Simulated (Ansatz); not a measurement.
CdS:
```
CdS
1.0
    0.00000     2.93890     2.93890
    2.93890     0.00000     2.93890
    2.93890     2.93890     0.00000
S Cd
1 1
Direct
  0.75000   0.75000   0.75000
  0.00000   0.00000   0.00000
```

Tensor components refer to the Cartesian frame of this cell.

Q: Give the high-frequency dielectric tensor and the Born effective charge tensors of the independent atoms from DFPT, r²SCAN (plane waves, PAW; program Ansatz).

A: 
ε∞:
```
5.50  0.00  0.00
0.00  5.50  0.00
0.00  0.00  5.50
```
Z* of atom 1 (S), rows: field, columns: displacement, in e:
```
-2.19   0.00   0.00
 0.00  -2.19   0.00
 0.00   0.00  -2.19
```
Z* of atom 2 (Cd), rows: field, columns: displacement, in e:
```
2.19  0.00  0.00
0.00  2.19  0.00
0.00  0.00  2.19
```

Static charges for comparison (Bader): S1 -0.94, Cd2 +0.94 e. Born charges measure polarisation by displacement and can exceed these by far.

Space group F-43m (zinc blende). The cell was relaxed with r²SCAN under the symmetry of its start; phonons on a q-mesh show no instability. Spin–orbit coupling is left out wherever it is not named.

Potentials: the later of the program's two PAW sets.
